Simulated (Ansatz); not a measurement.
The start is a generated trial cell of Pb in the AFLOW prototype A_hR1_166_a (A10, as in Hg). Cell shape, volume and atoms are optimised at zero target pressure with PBE (plane waves to 420 eV, PAW, scalar-relativistic; Ansatz, a program for electronic structure). First-step values are on the input's coarse k-mesh.

Ansatz input (later rounds restart from its end on a renewed k-mesh):
Ansatz 0.2 input:
```yaml
crystal:
  lattice:
    - [1.9686861, 1.1366214, 2.5294739]
    - [-1.9686861, 1.1366214, 2.5294739]
    - [0, -2.2732429, 2.5294739]
  atoms:
    - { symbol: Pb, position: [0, 0, 0] }
basis: { ecutwfc: 420, ecutrho_ratio: 4, xc_grid: 2, fft_grid_basis: typed }
kpoints: { mp_grid: { grid: [10, 10, 10] } }
hamiltonian:
  xc: pbe
  dispersion: none
  pseudopotentials: { azcp: { folder: ./paw }, kind: paw }
scf: { occupations: { method: fermi_dirac, width: 0.05 } }
relax: { f_tol: 0.01, max_steps: 100, cell: { stress_tol: 0.02 } }
output: { forces: true, stress: true }
```

Question: What symmetry does the relaxed structure have?

Answer: The space group goes from R-3m (No. 166) to Fm-3m (No. 225); the end is fcc (Cu type), with 1 atom in the primitive cell.

Question: By how much does the energy per atom fall from start to end?

Answer: 0.10 eV/atom.

Question: How does the volume change?

Answer: -6.1 %, from 33.96 to 31.89 Å³/atom.

Question: How do the shortest distances between atoms change?

Answer: The closest pairs of elements (up to four, under 3.6 Å), start → end: Pb–Pb 3.40 → 3.56 Å.

Final values are on a 16×16×16 k-mesh of the relaxed cell. No spin polarisation in the result.

The run could not lose the symmetry of its start.
